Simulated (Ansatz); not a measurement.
Relaxed-ion elastic tensor of AlRh (CsCl type, Pm-3m) in GPa (Voigt order), the program Ansatz at the r²SCAN level (PAW); density 8.17 g/cm³, 13.20 Å³ per atom.

```
342  151  151  0.0  0.0  0.0
151  342  151  0.0  0.0  0.0
151  151  342  0.0  0.0  0.0
0.0  0.0  0.0  122  0.0  0.0
0.0  0.0  0.0  0.0  122  0.0
0.0  0.0  0.0  0.0  0.0  122
```

Is the crystal mechanically stable?

Yes: the smallest eigenvalue of C is 122 GPa.

Work out the Voigt, Reuss and Hill averages.

K_V = 214, K_R = 214, K_H = 214; G_V = 112, G_R = 110, G_H = 111 GPa.

Give Young's modulus, Poisson's ratio, Pugh's ratio and the universal anisotropy index.

E = 9KG/(3K + G) = 283 GPa; ν = 0.28; K/G = 1.94 (ductile by the Pugh limit of 1.75); A_U = 5G_V/G_R + K_V/K_R − 6 = 0.07.

Estimate the sound speeds and the Debye temperature.

v_l = √((K + 4G/3)/ρ) = 6660 m/s, v_t = √(G/ρ) = 3680 m/s, mean 4100 m/s; Θ = (h/k)(3n/4πV)^(1/3) v_m = 517 K.

Give the Zener ratio and Young's modulus along [100], [110] and [111].

A = 2C44/(C11 − C12) = 1.28; 1/E = S11 − 2(S11 − S12 − S44/2)Γ with Γ = 0, 1/4, 1/3 gives 250, 291, 308 GPa.

Solve the Christoffel equation for the three sound speeds along [100], [110], [111].

Eigenvalues of C_ijkl n_j n_l equal ρv². In km/s, slowest first: [100] 3.87, 3.87, 6.47; [110] 3.42, 3.87, 6.71; [111] 3.58, 3.58, 6.79.

The workflow started from a Materials Project entry (that database holds measured and hypothetical structures alike); the Crystallography Open Database copy checked does not list it. With Al and Rh taken as one species the cell has the higher symmetry Im-3m, so it may be an ordered model of a mixed-site phase. Whether it is the stable phase at ambient conditions was not checked. Symmetry was held in the r²SCAN relaxation; of distortions, only those at the zone centre were tested. No spin polarisation was allowed. As this level gives no gap, shear constants depend on the k-mesh and smearing (Fermi–Dirac, 0.1 eV here).

Potentials: the later of the program's two PAW sets.
